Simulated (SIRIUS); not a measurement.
Input and output of a self-consistent single point for CoGe (P2_13, 8 atoms in the cell; from Materials Project mp-10692) (SIRIUS).

Method: PBEsol, PseudoDojo 0.4 standard norm-conserving PBEsol (tails mended) pseudopotentials (plane waves; SIRIUS 7.12.0).

```
CoGe
1.0
    4.57947     0.00000     0.00000
    0.00000     4.57947     0.00000
    0.00000     0.00000     4.57947
Co Ge
4 4
Direct
  0.13683   0.13683   0.13683
  0.36317   0.86317   0.63683
  0.63683   0.36317   0.86317
  0.86317   0.63683   0.36317
  0.83981   0.83981   0.83981
  0.66019   0.16019   0.33981
  0.33981   0.66019   0.16019
  0.16019   0.33981   0.66019
```

Reference input (self-consistent single point, DFT, PBEsol, plane waves, PseudoDojo 0.4 standard norm-conserving PBEsol (tails mended) pseudopotentials): parameters.ngridk = 3 3 3; parameters.xc_functionals = [XC_GGA_X_PBE_SOL, XC_GGA_C_PBE_SOL]; parameters.gk_cutoff = 9.798 1/bohr; parameters.pw_cutoff = 19.596 1/bohr; parameters.smearing = cold; parameters.smearing_width = 0.00734986 Ha; potentials = PseudoDojo 0.4 standard norm-conserving PBEsol (tails mended) pseudopotentials; parameters.electronic_structure_method = pseudopotential; parameters.num_bands = 74; parameters.num_mag_dims = 0; parameters.num_dft_iter = 100; parameters.energy_tol = 1e-07 Ha. This run's input differs from it in these lines:

```diff
@@ -16,5 +16,5 @@
     "pw_cutoff": 19.596,
-    "ngridk": [3, 3, 3],
+    "ngridk": [1, 1, 1],
     "smearing": "cold",
-    "smearing_width": 0.00734986,
+    "smearing_width": 0.0110248,
     "num_bands": 74,
```

Log, with long lists cut:

```
[find] density tolerance         : 1e-06
[find] total energy tolerance    : 1e-07
[find] iter_solver_tol (initial) : 0.01
[find] iter_solver_tol (target)  : 1e-13
[find] num_dft_iter              : 100
Charges and magnetic moments
--------------------------------------------------------------------------------
total charge          : 124.000000
[find] | SCF iteration   0 out of 100|
[diagonalize] iterative solver tolerance (occupied, empty): 0.01 0.01
[diagonalize] average number of iterations: 3
[find_efermi_generic] Newton iteration converged after 2 steps
[find] Charges and magnetic moments
[find] total charge          : 124.000000
[find] Energy
[find] smearing (-TS)                 :      -0.00699680
[find] Total energy                   :    -967.81752478 (Ha),   -1935.63504957 (Ry)
[find] Free energy (E-TS)             :    -967.82452158 (Ha),   -1935.64904316 (Ry)
[find] band gap (eV)                  :       0.00027477
[find] Efermi                         :       0.65178356
[find] iteration : 0, RMS (target) : 8.5380e-01 (1.0000e-06) , energy difference (target) : -9.6782e+02 (1.0000e-07)
[find] bands are converged : true
[find] iterative solver converged : false
[find] | SCF iteration   1 out of 100|
[diagonalize] iterative solver tolerance (occupied, empty): 0.000587886 0.000587886
   [... lines left out ...]
[find] Charges and magnetic moments
[find] Free energy (E-TS)             :    -967.97838352 (Ha),   -1935.95676704 (Ry)
[find] band gap (eV)                  :       0.00000226
[find] Efermi                         :       0.73806662
[find] Charges and magnetic moments
[find] Free energy (E-TS)             :    -968.05437380 (Ha),   -1936.10874759 (Ry)
[find] band gap (eV)                  :       0.00003068
[find] Efermi                         :       0.68770882
[find] Charges and magnetic moments
[find] Free energy (E-TS)             :    -968.06203909 (Ha),   -1936.12407817 (Ry)
   [... lines left out ...]
[ground_state] atom:    3, force:       0.0124239     -0.0124239      0.0124239
[ground_state] atom:    4, force:      -0.0030896     -0.0030896     -0.0030896
[ground_state] atom:    5, force:       0.0030896      0.0030896     -0.0030896
[ground_state] atom:    6, force:      -0.0030896      0.0030896      0.0030896
[ground_state] atom:    7, force:       0.0030896     -0.0030896      0.0030896
```

The run converged in 16 iterations. SIRIUS prints the stress tensor with tension positive. Against the reference run the free energy goes up by 499 meV/atom, the pressure goes from -1.20 to 2.21 GPa and the largest force goes from 0.044 to 1.107 eV/Å.

The run has no spin polarisation, so moments on Co cannot form. This run is one point of a test of settings, so its values need not be converged; read them against the reference run alone. The structure comes from a collection of computed structures, made at another level of theory; the collection holds predicted forms beside known ones. With one or two k-points the zone of this small cell is coarsely sampled: energies, forces and stress carry that error and can break the symmetry, so a converged loop does not mean converged values.

Cost on one core: roughly 30 core-seconds.

The gap that the log prints is read on the run's mesh, which can miss the band edges or a crossing.

“Tails mended”: in these copies of the files the far tail of each local potential was reset to the Coulomb form.
